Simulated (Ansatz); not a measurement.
According to DFT-r²SCAN in the program Ansatz with PAW potentials, WS$_{2}$ in the cubic phase (Pa-3; W on 4a, S on 8c) relaxes to a = 5.960 Å. W has 6 nearest neighbours from 2.45 Å (octahedral); S has 3 nearest neighbours from 2.45 Å (trigonal planar). Its formation energy from the elements is -0.29 eV/atom, with no fitted shifts.

Electronic character: metallic (no gap). The magnetic state found is ferromagnetic. The net moment is 0.62 μB per atom.

The bulk modulus is 134 GPa. Bader charges are W +1.65, S -0.83 e.

The start of the workflow was typed in or built on a structure type; neither database checked (COD, Materials Project) lists it. It is not the phase usual at ambient conditions (space group No. 194). The r²SCAN relaxation kept the symmetry of its start; its stability against distortions is not shown here. Spin order of the final state: ferromagnetic, chosen from 2 collinear starts compared on coarse meshes (ties went to the first, and starts can fall back to one state), not a proven ground state. Other orbital occupations within this spin state were not tried. No Hubbard U is applied. The references are the lowest solids computed at this level, not always the standard phases. Spin–orbit coupling is left out wherever it is not named.

Potentials: the earlier of the program's two PAW sets.
